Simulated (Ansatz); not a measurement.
Cu Kα1 powder pattern (kinematic, no thermal factors).
```
2θ (°)  relative intensity  assignment
 20.72                  43       1 0 0
 29.46                  37       1 1 0
 36.29                 100       1 1 1
 42.15                  80       2 0 0
 47.41                  21       2 1 0
 52.26                  16       2 1 1
 61.14                  53       2 2 0
 65.29                  10       3 0 0
 69.30                   7       3 1 0
 73.22                  44       3 1 1
 77.05                  18       2 2 2
 80.83                   5       3 2 0
 84.56                   8       3 2 1
```

The pattern is computed from a structure relaxed with DFT PBE, scalar-relativistic, plane waves, PAW (Ansatz 0.2.0). No spin polarisation. Its elements are O, W.

Task: Give the structure.

Result: W$_{3}$O$_{4}$.
Space group Pm-3m (No. 221). a = 4.284 Å, b = 4.284 Å, c = 4.284 Å, α = 90.00°, β = 90.00°, γ = 90.00°
```json
{"atom": "W", "site": "3c", "symmetry": "4/mm.m", "x": "0.5000", "y": "0.5000", "z": "0.0000"}
{"atom": "O", "site": "1b", "symmetry": "m-3m", "x": "0.5000", "y": "0.5000", "z": "0.5000"}
{"atom": "O", "site": "3d", "symmetry": "4/mm.m", "x": "0.5000", "y": "0.0000", "z": "0.0000"}
```

A pattern alone doesn't exclude other cells with like lines; this is the one computed.

The structure comes from a generated guess; another structure or a mixture of phases may lie lower.
